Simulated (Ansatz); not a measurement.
BaMg$_{2}$Pb$_{2}$ in space group P4/nmm (No. 129; Pearson symbol tP10) under volume change, r²SCAN in the plane-wave PAW code Ansatz, shape and atoms relaxed at each volume.

```csv
V (Å³/atom),E − E(relaxed) (meV/atom),P (GPa)
27.815,33.4,4.24
28.732,14.0,2.59
29.649,3.3,1.19
30.566,0.0,0.00
31.483,3.0,-1.01
32.400,11.2,-1.86
33.316,24.0,-2.59
```

Problem. What does a third-order Birch–Murnaghan fit give for V₀, B₀ and B′?

Solution. V₀ = 30.57 Å³/atom, B₀ = 36.4 GPa, B′ = 4.5.

The workflow started from an entry of the Crystallography Open Database (COD). Its standing as an ambient phase is unchecked. The r²SCAN relaxation kept the symmetry of its start; whether a distortion lowers the energy is not shown. Spin–orbit coupling is left out wherever it is not named.

Potentials: the later of the program's two PAW sets.
